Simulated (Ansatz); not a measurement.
Space group I4/mmm (No. 139). a = 3.787 Å, b = 3.787 Å, c = 6.202 Å, α = 90.00°, β = 90.00°, γ = 90.00°
```
atom site symmetry x y z
  Ca    2a     4/mmm  0.0000  0.0000  0.0000
   F    4d      -4m2  0.0000  0.5000  0.2500
   F    2b     4/mmm  0.5000  0.5000  0.0000
```

Equation of state of this CaF$_{3}$ structure (not necessarily the ground state), with shape and atoms relaxed at each volume where symmetry leaves them free. It has no gap at any of these volumes. Computed with Ansatz, DFT PBEsol, scalar-relativistic, plane waves, PAW.

Cutoff 420 eV; k points 16×16×16 on the computed 4-atom cell (Γ-centred); Gaussian smearing, width 0.10 eV; collinear spin.

```csv
V (Å³/atom),E − E(largest V) (meV/atom),P (GPa)
10.451,1.89,6.03
10.784,-7.05,2.75
11.118,-9.72,-0.03
11.451,-7.09,-2.37
11.785,0.00,-4.32
```

Problem. Fit a third-order Birch–Murnaghan equation to E(V).

Solution. V0 = 11.11 Å³/atom, B0 = 85 GPa, B0' = 4.7.